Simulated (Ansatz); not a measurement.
Ge2Pt:
```yaml
crystal:
  lattice:
    - [-3.06477, 3.06477, 2.79709]
    - [3.06477, -3.06477, 2.79709]
    - [3.06477, 3.06477, -2.79709]
  atoms:
    - { symbol: Ge, position: [0.65000, 0.15000, 0.80001] }
    - { symbol: Ge, position: [0.85000, 0.65000, 0.50000] }
    - { symbol: Ge, position: [0.15000, 0.35000, 0.50000] }
    - { symbol: Ge, position: [0.35000, 0.85000, 0.19999] }
    - { symbol: Pt, position: [0.25000, 0.25000, 0.00000] }
    - { symbol: Pt, position: [0.75000, 0.75000, 0.00000] }
```

Relaxed with PBE. Special points in fractions of this cell's reciprocal vectors: Γ (0.000, 0.000, 0.000); X (0.000, 0.000, 0.500); M (-0.500, 0.500, 0.500); Z (0.458, 0.458, -0.458); Z0 (-0.458, 0.542, 0.458); P (0.250, 0.250, 0.250); N (0.000, 0.500, 0.000).

Problem. List the band energies nearest the Fermi level at these points for the program Ansatz at the PBE level (PAW).

Solution. In eV from the Fermi level; about four levels below and three above (degenerate sets whole), none deeper than 8.9 eV; points with the same levels are listed once.

| k | below | above |
|---|---|---|
| Γ | -2.11 -2.11 -0.28 -0.28 | 0.24 0.48 2.33 |
| X | -2.53 -2.44 -1.68 -0.01 | 0.51 0.73 1.75 |
| M | -2.65 -2.65 -1.33 -0.18 -0.01 | 2.14 2.14 2.36 2.36 |
| Z | -2.68 -2.68 -1.25 -0.40 | 0.00 1.53 1.53 |
| P | -1.59 -1.59 -0.27 -0.27 | 1.45 1.45 1.61 1.61 |
| N | -2.13 -2.13 -0.19 -0.19 | 0.48 0.48 2.29 2.29 |

Space group I4/mcm. A made-up cell: these elements were put on the sites of a structure type; neither database checked (COD, Materials Project) lists it. COD files the formula under space group No. 58, so this cell is another polymorph or a model. Whether it is the stable phase at ambient conditions was not checked. The cell was relaxed with PBE under the symmetry of its start; its stability against distortions is not shown here. The run is not spin-polarised. Scalar-relativistic: spin–orbit coupling is off unless named, which matters more the heavier the elements.

Potentials: the later of the program's two PAW sets.
